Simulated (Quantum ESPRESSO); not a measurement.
## SiAsAlO6 (finding a planted mistake in a log)

Computed values, not a measurement. The program is pw.x of Quantum ESPRESSO 7.5 (plane-wave density functional theory). The cell is made up: 9 atoms on a quartz lattice, with randomly drawn elements, strain and displacements, not relaxed. PseudoDojo standard norm-conserving files (v0.5 for PBE, v0.4.1 for LDA and PBEsol) set the functional; there is no spin polarisation, spin-orbit coupling or dispersion term, and the masses in the input are unused placeholders.

Intended input:

```
&control calculation='scf', pseudo_dir='./dojo.nc.sr.pbe.v0_5.standard.upf', outdir='./o', disk_io='low', tprnfor=.true., tstress=.true. /
&system ibrav=0, nat=9, ntyp=4, nbnd=35, ecutwfc=84.00895049, nosym=.true., tot_charge=0,
 occupations='smearing', smearing='fd', degauss=0.0018374661
/
&electrons conv_thr=7.350e-09, electron_maxstep=60, /
ATOMIC_SPECIES
Al 1.0 Al.upf
As 1.0 As.upf
O 1.0 O.upf
Si 1.0 Si.upf
CELL_PARAMETERS angstrom
4.9874 0.0 0.0
-2.4937 4.3192 0.0
0.0 0.0 5.4742
ATOMIC_POSITIONS angstrom
Si 2.4122 0.0334 3.6474
As -1.2009 2.0093 1.7994
Al 1.3235 2.2793 0.0102
O 1.324 1.1724 4.3629
O 3.2927 0.6959 2.5215
O 2.761 2.5561 0.6354
O 0.393 1.899 1.1768
O -1.0245 3.1661 3.0021
O 0.7956 3.7347 4.8117
K_POINTS automatic
5 5 4 1 1 1
```

The log is shortened where brackets say so; the opening notice, blank lines, dates and the lines on written files are dropped, and the path of the files is cut. It prints rydbergs, bohrs and kilobars, and counts compression as positive stress. Where no state is partly filled, the Fermi energy that it prints is only some level between the filled and the empty states on the mesh, and need not lie in the true gap.

Log of the intended run:

```
     Program PWSCF v.7.5
     Parallel version (MPI & OpenMP), running on       4 processor cores
     Number of MPI processes:                 4
     Threads/MPI process:                     1
     [start-up lines left out]
     bravais-lattice index     =            0
     lattice parameter (alat)  =       9.4248  a.u.
     unit-cell volume          =     795.7832 (a.u.)^3
     number of atoms/cell      =            9
     number of atomic types    =            4
     number of electrons       =        58.00
     number of Kohn-Sham states=           35
     kinetic-energy cutoff     =      84.0090  Ry
     charge density cutoff     =     336.0358  Ry
     scf convergence threshold =      7.3E-09
     mixing beta               =       0.7000
     number of iterations used =            8  plain     mixing
     Exchange-correlation= PBE
                           (   1   4   3   4   0   0   0)
     [axes and pseudopotential details left out]
   Cartesian axes
     site n.     atom                  positions (alat units)
         1        Si     tau(   1) = (   0.4836588   0.0066969   0.7313229  )
         2        As     tau(   2) = (  -0.2407868   0.4028752   0.3607892  )
         3        Al     tau(   3) = (   0.2653687   0.4570117   0.0020452  )
         4        O      tau(   4) = (   0.2654690   0.2350724   0.8747845  )
         5        O      tau(   5) = (   0.6602037   0.1395316   0.5055740  )
         6        O      tau(   6) = (   0.5535951   0.5125115   0.1274011  )
         7        O      tau(   7) = (   0.0787986   0.3807595   0.2359546  )
         8        O      tau(   8) = (  -0.2054177   0.6348197   0.6019369  )
         9        O      tau(   9) = (   0.1595220   0.7488270   0.9647712  )
     number of k points=    50  Fermi-Dirac smearing, width (Ry)=  0.0018
                       cart. coord. in units 2pi/alat
        k(    1) = (   0.1000000   0.1732057   0.1138842), wk =   0.0400000
        k(    2) = (   0.1000000   0.1732057   0.3416527), wk =   0.0400000
     [further k points left out]
     Dense  grid:    82801 G-vectors     FFT dimensions: (  60,  60,  64)
     Estimated max dynamical RAM per process >     184.32 MB
     Estimated total dynamical RAM >     676.63 MB
     Initial potential from superposition of free atoms
     starting charge      57.9967, renormalised to      58.0000
     Starting wfcs are   41 randomized atomic wfcs
     total cpu time spent up to now is        3.3 secs
     per-process dynamical memory:   143.4 Mb
     Self-consistent Calculation
     iteration #  1     ecut=    84.01 Ry     beta= 0.70
     Davidson diagonalization with overlap
     ethr =  1.00E-02,  avg # of iterations =  3.0
     total cpu time spent up to now is        9.4 secs
     total energy              =    -422.69880729 Ry
     estimated scf accuracy    <       2.94671932 Ry
     iteration #  2     ecut=    84.01 Ry     beta= 0.70
     Davidson diagonalization with overlap
     ethr =  5.08E-03,  avg # of iterations =  2.1
     total cpu time spent up to now is       14.7 secs
     total energy              =    -423.45758423 Ry
     estimated scf accuracy    <       2.43435616 Ry
     [iterations 3 to 9 left out]
     iteration # 10     ecut=    84.01 Ry     beta= 0.70
     Davidson diagonalization with overlap
     ethr =  7.48E-10,  avg # of iterations =  2.0
     total cpu time spent up to now is       57.5 secs
     total energy              =    -423.96553573 Ry
     estimated scf accuracy    <       0.00000008 Ry
     iteration # 11     ecut=    84.01 Ry     beta= 0.70
     Davidson diagonalization with overlap
     ethr =  1.32E-10,  avg # of iterations =  2.1
     total cpu time spent up to now is       62.3 secs
     End of self-consistent calculation
     [lines on levels left out]
     the Fermi energy is     4.8087 ev
!    total energy              =    -423.96553575 Ry
     estimated scf accuracy    <          6.3E-09 Ry
     smearing contrib. (-TS)   =       0.00000000 Ry
     internal energy E=F+TS    =    -423.96553575 Ry
     The total energy is F=E-TS. E is the sum of the following terms:
     one-electron contribution =    -281.84941331 Ry
     hartree contribution      =     169.39965177 Ry
     xc contribution           =    -104.28284262 Ry
     ewald contribution        =    -207.23293159 Ry
     convergence has been achieved in  11 iterations
     Forces acting on atoms (cartesian axes, Ry/au):
     atom    1 type  4   force =    -0.14718783    0.02832844    0.18589601
     atom    2 type  2   force =     0.15745161    0.16647104   -0.11325192
     atom    3 type  1   force =    -0.00593632    0.13110625   -0.17050441
     atom    4 type  3   force =     0.08754532   -0.23114932   -0.23176838
     atom    5 type  3   force =    -0.00070479   -0.12956712   -0.00220837
     atom    6 type  3   force =     0.19166530    0.04376823    0.07730674
     atom    7 type  3   force =    -0.25016299   -0.09985163    0.27067942
     atom    8 type  3   force =    -0.02457159    0.02452175    0.01677231
     atom    9 type  3   force =    -0.00809872    0.06637235   -0.03292140
     Total force =     0.705508     Total SCF correction =     0.000134
     Computing stress (Cartesian axis) and pressure
          total   stress  (Ry/bohr**3)                   (kbar)     P=      218.71
   0.00124182   0.00063997  -0.00019952          182.68       94.14      -29.35
   0.00063997   0.00137735  -0.00034243           94.14      202.62      -50.37
  -0.00019952  -0.00034243   0.00184111          -29.35      -50.37      270.84
     init_run     :      3.13s CPU      3.25s WALL (       1 calls)
     electrons    :     58.77s CPU     59.04s WALL (       1 calls)
     forces       :      1.02s CPU      1.04s WALL (       1 calls)
     stress       :      3.34s CPU      3.34s WALL (       1 calls)
     [timing details left out]
     PWSCF        :   1m 6.36s CPU   1m 6.82s WALL
     JOB DONE.
```

A second run was made from an input with one planted mistake. Its log:

```
     Program PWSCF v.7.5
     Parallel version (MPI & OpenMP), running on       4 processor cores
     Number of MPI processes:                 4
     Threads/MPI process:                     1
     [start-up lines left out]
     bravais-lattice index     =            0
     lattice parameter (alat)  =       9.4248  a.u.
     unit-cell volume          =     795.7832 (a.u.)^3
     number of atoms/cell      =            9
     number of atomic types    =            4
     number of electrons       =        58.00
     number of Kohn-Sham states=           35
     kinetic-energy cutoff     =      84.0090  Ry
     charge density cutoff     =     336.0358  Ry
     scf convergence threshold =      7.3E-09
     mixing beta               =       0.7000
     number of iterations used =            8  plain     mixing
     Exchange-correlation= SLA  PW   NOGX NOGC
                           (   1   4   0   0   0   0   0)
     [axes and pseudopotential details left out]
   Cartesian axes
     site n.     atom                  positions (alat units)
         1        Si     tau(   1) = (   0.4836588   0.0066969   0.7313229  )
         2        As     tau(   2) = (  -0.2407868   0.4028752   0.3607892  )
         3        Al     tau(   3) = (   0.2653687   0.4570117   0.0020452  )
         4        O      tau(   4) = (   0.2654690   0.2350724   0.8747845  )
         5        O      tau(   5) = (   0.6602037   0.1395316   0.5055740  )
         6        O      tau(   6) = (   0.5535951   0.5125115   0.1274011  )
         7        O      tau(   7) = (   0.0787986   0.3807595   0.2359546  )
         8        O      tau(   8) = (  -0.2054177   0.6348197   0.6019369  )
         9        O      tau(   9) = (   0.1595220   0.7488270   0.9647712  )
     number of k points=    50  Fermi-Dirac smearing, width (Ry)=  0.0018
                       cart. coord. in units 2pi/alat
        k(    1) = (   0.1000000   0.1732057   0.1138842), wk =   0.0400000
        k(    2) = (   0.1000000   0.1732057   0.3416527), wk =   0.0400000
     [further k points left out]
     Dense  grid:    82801 G-vectors     FFT dimensions: (  60,  60,  64)
     Estimated max dynamical RAM per process >     184.32 MB
     Estimated total dynamical RAM >     676.63 MB
     Initial potential from superposition of free atoms
     starting charge      57.9970, renormalised to      58.0000
     Starting wfcs are   41 randomized atomic wfcs
     total cpu time spent up to now is        2.8 secs
     per-process dynamical memory:   140.6 Mb
     Self-consistent Calculation
     iteration #  1     ecut=    84.01 Ry     beta= 0.70
     Davidson diagonalization with overlap
     ethr =  1.00E-02,  avg # of iterations =  3.0
     total cpu time spent up to now is        7.8 secs
     total energy              =    -422.37724246 Ry
     estimated scf accuracy    <       2.88322857 Ry
     iteration #  2     ecut=    84.01 Ry     beta= 0.70
     Davidson diagonalization with overlap
     ethr =  4.97E-03,  avg # of iterations =  2.2
     total cpu time spent up to now is       12.3 secs
     total energy              =    -423.10432090 Ry
     estimated scf accuracy    <       2.60963852 Ry
     [iterations 3 to 9 left out]
     iteration # 10     ecut=    84.01 Ry     beta= 0.70
     Davidson diagonalization with overlap
     ethr =  6.00E-10,  avg # of iterations =  2.0
     total cpu time spent up to now is       48.8 secs
     total energy              =    -423.65118831 Ry
     estimated scf accuracy    <       0.00000007 Ry
     iteration # 11     ecut=    84.01 Ry     beta= 0.70
     Davidson diagonalization with overlap
     ethr =  1.17E-10,  avg # of iterations =  2.1
     total cpu time spent up to now is       52.9 secs
     End of self-consistent calculation
     [lines on levels left out]
     the Fermi energy is     4.1811 ev
!    total energy              =    -423.65118832 Ry
     estimated scf accuracy    <          6.3E-09 Ry
     smearing contrib. (-TS)   =      -0.00000000 Ry
     internal energy E=F+TS    =    -423.65118832 Ry
     The total energy is F=E-TS. E is the sum of the following terms:
     one-electron contribution =    -282.33469664 Ry
     hartree contribution      =     168.58959896 Ry
     xc contribution           =    -102.67315905 Ry
     ewald contribution        =    -207.23293159 Ry
     convergence has been achieved in  11 iterations
     Forces acting on atoms (cartesian axes, Ry/au):
     atom    1 type  4   force =    -0.14041940    0.02531612    0.18330595
     atom    2 type  2   force =     0.15326983    0.16399537   -0.10829729
     atom    3 type  1   force =    -0.00820806    0.12081706   -0.16071390
     atom    4 type  3   force =     0.09834717   -0.21685348   -0.21308960
     atom    5 type  3   force =    -0.00609352   -0.11279652    0.00252707
     atom    6 type  3   force =     0.17864301    0.02840033    0.08359402
     atom    7 type  3   force =    -0.24574777   -0.08643028    0.24852293
     atom    8 type  3   force =    -0.01311736    0.02100921    0.00663175
     atom    9 type  3   force =    -0.01667390    0.05654218   -0.04248094
     Total force =     0.668363     Total SCF correction =     0.000124
     Computing stress (Cartesian axis) and pressure
          total   stress  (Ry/bohr**3)                   (kbar)     P=      126.93
   0.00062396   0.00060319  -0.00019295           91.79       88.73      -28.38
   0.00060319   0.00078378  -0.00032684           88.73      115.30      -48.08
  -0.00019295  -0.00032684   0.00118090          -28.38      -48.08      173.72
     init_run     :      2.64s CPU      2.75s WALL (       1 calls)
     electrons    :     49.89s CPU     50.10s WALL (       1 calls)
     forces       :      0.85s CPU      0.85s WALL (       1 calls)
     stress       :      2.89s CPU      2.89s WALL (       1 calls)
     [timing details left out]
     PWSCF        :     56.37s CPU     56.73s WALL
     JOB DONE.
```

Question: what was wrong in the second input?

Answer: the files are those of another functional. The input lines that differ, file-writing options aside:

```
- &control calculation='scf', pseudo_dir='./dojo.nc.sr.pbe.v0_5.standard.upf', outdir='./o', disk_io='low', tprnfor=.true., tstress=.true. /
+ &control calculation='scf', pseudo_dir='./dojo.nc.sr.lda.v0_4_1.standard.upf', outdir='./o', disk_io='low', tprnfor=.true., tstress=.true. /
```

|  | intended run | run with the mistake |
| --- | --- | --- |
| free energy (eV) | -5768.345 | -5764.068 |
| smearing term -TS (eV) | 0.0000 | 0.0000 |
| pressure (GPa) | 21.87 | 12.69 |
| largest force component (eV/Å) | 6.959 | 6.390 |
| largest change of a force component (eV/Å) |  | 0.570 |
| iterations | 11 | 11 |

For scale, a rerun of the intended cell at 1437 eV and a 7 x 7 x 6 mesh moved values by no more than 0.004 eV in energy, 0.02 GPa in stress and 0.002 eV/Å in force. Files of another functional have another zero of energy, so the energy change says nothing on stability.